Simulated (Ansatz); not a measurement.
Eu (bcc type), DFT, PBE, PAW with Ansatz's default frozen-core files, scalar-relativistic (Ansatz 0.2.0), on 1 thread of Arm Neoverse V1 (shared host).

Command: `ansatz run input.yaml --threads 1 --pin off --max-ram 3072MiB --backend cpu --events-out ev --progress --plain --runs-dir out`

```yaml
crystal:
  lattice:
    - [-1.9292912644, 1.9292912644, 1.9292912644]
    - [1.9292912644, -1.9292912644, 1.9292912644]
    - [1.9292912644, 1.9292912644, -1.9292912644]
  atoms:
    - { symbol: Eu, position: [0.0, 0.0, 0.0], spin: 7.0 }
magnetization:
  spin_polarized: true
kpoints:
  mp_grid: { grid: [14, 14, 14] }
scf:
  occupations: { method: fermi_dirac, width: 0.05 }
hamiltonian:
  xc: pbe
  pseudopotentials: { kind: paw }
output:
  forces: true
  stress: true
  eigenvalues: true
  populations: true
  write_density: true
  write_potential: true
  elf: true
  volumetric_format: npy
```

Q: How large is the problem that the program sets up?

A: 104 irreducible k-points, 555 plane waves at Γ, 16 bands.

Q: About how long does it take?

A: 14 s of wall time for 11 SCF iterations. Times on shared machines scatter by tens of per cent.
